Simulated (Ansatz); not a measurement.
Notes on CaGe$_{2}$Au$_{2}$

```
Ca Au Ge
1.0
     0.00000    4.43669    0.00000
     4.43669    0.00000    0.00000
     2.21835    2.21835   -5.12273
Ca Au Ge
1 2 2
Cartesian
  0.0000 0.0000 0.0000
  2.2183 4.4367 -2.5614
  4.4367 2.2183 -2.5614
  2.2183 2.2183 -1.2397
  4.4367 4.4367 -3.8830
```

Single point in Ansatz 0.2.0 with r2SCAN, no spin polarisation. Cutoff 500 eV, PAW datasets, 8×8×8 Γ-centred k mesh, fermi-dirac filling (width 0.1 eV).

Task: What happens at the Fermi level?

Result: It is a metal, with about 1.5 states/eV a cell as the mean within 0.25 eV of the Fermi level, mostly Ge p (54 %) and Au d (14 %).

Task: Which element gives electrons and which takes them?

Result: Bader charges in e: Ca +1.46, Ge -0.01, Au -0.72. In the mean Ca gives up most and Au takes most.

Task: What do density and ELF say about some of the short contacts?

Result: Ge–Ge at 2.48 Å: least valence density 0.45 e/Å³ and ELF 0.67 there. Au–Ge at 2.58 Å: least valence density 0.42 e/Å³ and ELF 0.39 there. Ca–Ge at 3.37 Å: least valence density 0.08 e/Å³ and ELF 0.05 there. These are pseudo-fields; inside the PAW spheres they differ from the all-electron ones.

Task: Is it stable against the elements?

Result: -0.45 eV an atom against the elements' usual phases (free molecules for gases, crystals otherwise, with no correction for O₂ or N₂), so it is bound against them; other compounds may still compete. Relaxing would lower it.

Task: What does the stress say?

Result: The pressure is 1.8 GPa (compression positive), so with the atoms held at these fractions the cell would first expand. The principal stresses 1.0, 2.1, 2.1 GPa differ, so its shape would change too.

Task: Which atom feels the largest force, and which way?

Result: The largest is on Ge5 (and as large on other atoms): 0.54 eV/Å, components (0.00, 0.00, -0.54). It makes 0° with the line to a nearest neighbour, Ge4 at 2.48 Å, pointing towards it.

Origin: a database entry at a rescaled volume.
